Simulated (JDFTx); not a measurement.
```json
{
 "surface": "Al(110)",
 "bulk": "Al, Fm-3m, lattice of mp-134 (not re-optimised)",
 "slab": "5 atoms in 5 planes, (1×1), 5.5 Å between the outermost planes",
 "in-plane cell": "4.039 × 2.856 Å, 11.54 Å²",
 "cell_height": "24.7 Å",
 "sampling": "6×8×1 k mesh, Fermi smearing 0.01 Ha, no spin polarisation"
}
```

Adsorbate: O on both faces at 1.00 monolayer, started bridge and relaxed in vacuum, keeping the symmetry of the start.

Level of theory: PBE, GBRV ultrasoft potentials, plane waves to 20/100 Ha; code: a modified build of JDFTx. The adsorption energy per O is [E(slab + 2 O) − E(slab)]/2 − (E(H2O) − E(H2)), with the gas molecules relaxed at the same level and slab energies taken as (E + F)/2, the usual estimate of zero smearing. In reaction energies these potentials put H₂ about 0.03 eV too high against large-basis PBE. No zero-point energy or vibrational entropy is included. Reconstruction of the substrate beyond this cell is outside the model.

Question: Predict the adsorption energy and the geometry, and the change of the work function.

Answer: -1.16 eV. O has sunk 0.62 Å below the highest substrate atom, bound to 2 Al at 1.87 Å. The work function goes from 4.04 to 3.90 eV. In CANDLE, water, 1 M NaF, at zero charge, the adsorption energy is -1.16 eV and the potential of zero charge moves from -0.74 to -0.91 V vs SHE (4.44 V convention).
